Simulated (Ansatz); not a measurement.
## Relaxing Au

Level of theory: DFT LDA, scalar-relativistic, plane waves, PAW (Ansatz). Settings: 420 eV cutoff, 4×4×4 k-mesh, Gaussian smearing of 0.10 eV, no spin polarisation.

What was changed: Au vacancy (site a), charge +0, atoms relaxed at the host's cell.

Spin-orbit coupling is left out, which matters for the bands and energies of heavy elements.

In a supercell of 26 atoms the defect feels its periodic images, and the cell reads as a metal on the mesh, so a level in the gap can't be told from a carrier in the bands.

Spin polarisation was left out.

Command:

```bash
ansatz run input.yaml --threads 4 --pin off --max-ram 8192MiB --backend cpu --events-out ev --progress --plain --runs-dir out
```

Input:

```yaml
crystal:
  lattice:
    - [-6.0729505978, -6.0729505978, 0.0]
    - [0.0, -6.0729505978, 6.0729505978]
    - [-6.0729505978, 0.0, 6.0729505978]
  atoms:
    - { symbol: Au, position: [0.3333333333, 0.0, 0.0] }
    - { symbol: Au, position: [0.0, 0.0, 0.0] }
    - { symbol: Au, position: [0.6666666667, 0.3333333333, 0.0] }
    - { symbol: Au, position: [0.3333333333, 0.3333333333, 0.0] }
    - { symbol: Au, position: [0.0, 0.3333333333, 0.0] }
    - { symbol: Au, position: [0.6666666667, 0.6666666667, 0.0] }
    - { symbol: Au, position: [0.3333333333, 0.6666666667, 0.0] }
    - { symbol: Au, position: [0.0, 0.6666666667, 0.0] }
    - { symbol: Au, position: [0.6666666667, 0.0, 0.3333333333] }
    - { symbol: Au, position: [0.3333333333, 0.0, 0.3333333333] }
    - { symbol: Au, position: [0.0, 0.0, 0.3333333333] }
    - { symbol: Au, position: [0.6666666667, 0.3333333333, 0.3333333333] }
    - { symbol: Au, position: [0.3333333333, 0.3333333333, 0.3333333333] }
    - { symbol: Au, position: [0.0, 0.3333333333, 0.3333333333] }
    - { symbol: Au, position: [0.6666666667, 0.6666666667, 0.3333333333] }
    - { symbol: Au, position: [0.3333333333, 0.6666666667, 0.3333333333] }
    - { symbol: Au, position: [1.0, 0.6666666667, 0.3333333333] }
    - { symbol: Au, position: [0.6666666667, 0.0, 0.6666666667] }
    - { symbol: Au, position: [0.3333333333, 0.0, 0.6666666667] }
    - { symbol: Au, position: [0.0, 0.0, 0.6666666667] }
    - { symbol: Au, position: [0.6666666667, 0.3333333333, 0.6666666667] }
    - { symbol: Au, position: [0.3333333333, 0.3333333333, 0.6666666667] }
    - { symbol: Au, position: [1.0, 0.3333333333, 0.6666666667] }
    - { symbol: Au, position: [0.6666666667, 0.6666666667, 0.6666666667] }
    - { symbol: Au, position: [0.3333333333, 0.6666666667, 0.6666666667] }
    - { symbol: Au, position: [0.0, 0.6666666667, 0.6666666667] }
basis:
  ecutwfc: 420
  xc_grid: 2
kpoints:
  mp_grid: { grid: [4, 4, 4], shift: [0.0, 0.0, 0.0] }
hamiltonian:
  xc: lda
scf:
  occupations: { method: gaussian, width: 0.1 }
output:
  forces: true
  stress: false
  eigenvalues: true
  write_density: true
  write_potential: true
  elf: true
  volumetric_format: npy
relax:
  adjacent_minimum: "off"
  f_tol: 0.025
  max_steps: 45
```

F is the free energy.

Steps:

```
step F − F(1) (eV) largest force component (eV/Å)
   1         0.0000                           0.348
   2        -0.0207                           0.314
   3        -0.1621                           0.008
   4        -0.1621                           0.008
```

Relaxed structure:

```cif
data_structure
_symmetry_space_group_name_H-M 'P 1'
_symmetry_Int_Tables_number 1
_cell_length_a 8.5884
_cell_length_b 8.5884
_cell_length_c 8.5884
_cell_angle_alpha 60.000
_cell_angle_beta 60.000
_cell_angle_gamma 60.000
_cell_volume 447.95
loop_
_atom_site_label
_atom_site_type_symbol
_atom_site_fract_x
_atom_site_fract_y
_atom_site_fract_z
_atom_site_occupancy
Au1 Au 0.33944 0.00000 0.00000 1
Au2 Au 0.99390 0.00000 0.00000 1
Au3 Au 0.66667 0.32723 0.00000 1
Au4 Au 0.33944 0.32723 0.00000 1
Au5 Au 0.99982 0.33315 0.00054 1
Au6 Au 0.66667 0.67277 0.00000 1
Au7 Au 0.33351 0.66685 0.99946 1
Au8 Au 0.99390 0.67277 0.00000 1
Au9 Au 0.66667 0.00000 0.32723 1
Au10 Au 0.33944 0.00000 0.32723 1
Au11 Au 0.99982 0.00054 0.33315 1
Au12 Au 0.66721 0.33315 0.33315 1
Au13 Au 0.33401 0.33265 0.33265 1
Au14 Au 0.99982 0.33315 0.33315 1
Au15 Au 0.66667 0.67277 0.32723 1
Au16 Au 0.33401 0.66735 0.33265 1
Au17 Au 0.99932 0.66735 0.33265 1
Au18 Au 0.66667 0.00000 0.67277 1
Au19 Au 0.33351 0.99946 0.66685 1
Au20 Au 0.99390 0.00000 0.67277 1
Au21 Au 0.66667 0.32723 0.67277 1
Au22 Au 0.33401 0.33265 0.66735 1
Au23 Au 0.99932 0.33265 0.66735 1
Au24 Au 0.66612 0.66685 0.66685 1
Au25 Au 0.33351 0.66685 0.66685 1
Au26 Au 0.99932 0.66735 0.66735 1
```

The run converged. It took 110 s on 4 threads of Intel(R) Xeon(R) Processor @ 2.70GHz, on a shared host, peak memory 2.7 GiB.